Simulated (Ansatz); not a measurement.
Values for one crystal, relaxed and computed with the program Ansatz at the PBEsol level (PAW); other levels are named.

Volume per atom: 20.34 Å³
Electronic character: metallic (no gap)
Density of states at the Fermi level: 0.50 states/eV per atom (mean over ±0.08 eV)
Bulk modulus (Birch–Murnaghan fit): 12.8 GPa
Pressure derivative B′: 3.4

**Question.** Pick the material that matches.
(A) Zr, P6/mmm (Zr on 1a, Zr on 2d)
(B) Li, Pmma (Li on 2c, Li on 4k)
(C) V, bcc (W type)
(D) Ca, bcc (W type)

**Answer.** B, Li, Pmma (Li on 2c, Li on 4k)

The workflow started from a Materials Project entry (that database holds measured and hypothetical structures alike); the Crystallography Open Database copy checked does not list it. It is not the phase usual at ambient conditions (space group No. 229). Symmetry was held in the PBEsol relaxation; whether a distortion lowers the energy is not shown.

Potentials: the later of the program's two PAW sets.
